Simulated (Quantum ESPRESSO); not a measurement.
## Calculated data, GaSi6P (made-up cell)

Computed with Quantum ESPRESSO 7.5. Calculation on a made-up crystal cell, not a measurement: periodic Kohn-Sham density functional theory in plane waves with PseudoDojo standard norm-conserving scalar-relativistic pseudopotentials, each functional with its own files (v0.5 for PBE, v0.4.1 for LDA and PBEsol), no spin polarisation, no spin-orbit coupling, atoms not relaxed, stress positive in tension, energies less a fixed whole-eV offset for each atom's element; levels are Kohn-Sham levels at fractions of this cell's reciprocal vectors, counted from the reference band (half the neutral cell's valence electrons, rounded up) at Gamma; error bars cover cutoff and k-mesh only, not smearing or the files; added strain carries the atoms with the cell, and shear is the tensor component; each bar is the largest change over components, and at least 0.002 eV, 0.002 eV per angstrom or 0.02 GPa; energies are for the whole cell, and the offsets were chosen from early runs and are not element reference energies.

```json
{"formula": "GaSi6P", "kind": "made-up cell", "unstrained_structure": {"cell_angstrom": [[5.5464, -0.0278, 0.0553], [-0.0278, 5.5244, 0.0807], [0.0553, 0.0807, 5.5212]], "atoms_fractional": [["Si", 0.00546, -0.02675, 0.01374], ["P", -0.02766, 0.50826, 0.49053], ["Si", 0.50616, 0.01614, 0.47361], ["Ga", 0.51144, 0.48471, -0.03257], ["Si", 0.23252, 0.25087, 0.25733], ["Si", 0.25675, 0.75373, 0.73795], ["Si", 0.76038, 0.22894, 0.74083], ["Si", 0.75844, 0.7453, 0.2374]]}, "given": {"lattice_type": "zincblende/diamond", "functional": "pbe", "cutoff [eV]": 1088, "fermi_dirac_smearing [eV]": 0.1, "scf_tolerance [eV]": 1e-07, "electrons_removed": 0, "added_strain_kind": "uniform", "added_strain": 0.0197, "k_mesh": "6 x 6 x 6, shifted by half a step", "structure_shown": "before the added strain of 0.0197", "atom_site": [1, 2, 3, 4, 5, 6, 7, 8], "atom_energy_offset [eV]": [-115, -189, -115, -2080, -115, -115, -115, -115]}, "results": {"stress_zz [GPa]": null}}
```

Questions
1. Estimate the stress zz of GaSi6P (made-up cell).

Calculated values
1. 5.312 GPa

Further results for GaSi6P (made-up cell):

- free energy less offsets: -0.1503 eV
- smearing term minus ts: -0.02811 eV
- scf iterations: 10
- pressure: -5.248 GPa
- stress xx: 5.243 GPa
- stress yy: 5.191 GPa
- stress yz: 2.497 GPa
- stress xz: 1.358 GPa
- stress xy: -0.5588 GPa
- fermi level: 0.04124 eV
- reference band: 21
- error bar energy: 0.002033 eV
- error bar stress: 0.02 GPa
- error bar force: 0.006858 eV/Å
- error bar next band up: 0.002 eV
- error bar fermi level: 0.002 eV
- error bars from: tighter rerun of a related cell

Forces:
```
site  x (eV/Å)  y (eV/Å)  z (eV/Å)
   1     1.122     1.443    -1.283
   2      1.47   -0.4728    0.6308
   3  -0.07802   -0.7265    0.6384
   4   -0.5536    0.1917    0.8227
   5    0.3222    0.5322    -1.068
   6    0.0813   -0.1666   -0.0549
   7   -0.2672   -0.1009    0.1926
   8    -2.096   -0.7004    0.1205
```

Levels:
```
level k point  next band up (eV)
        Gamma             0.2543
(1/2,1/2,1/2)           -0.06596
   (0.15,0,0)             0.1969
   (0,0.15,0)             0.2152
   (0,0,0.15)             0.1756
```
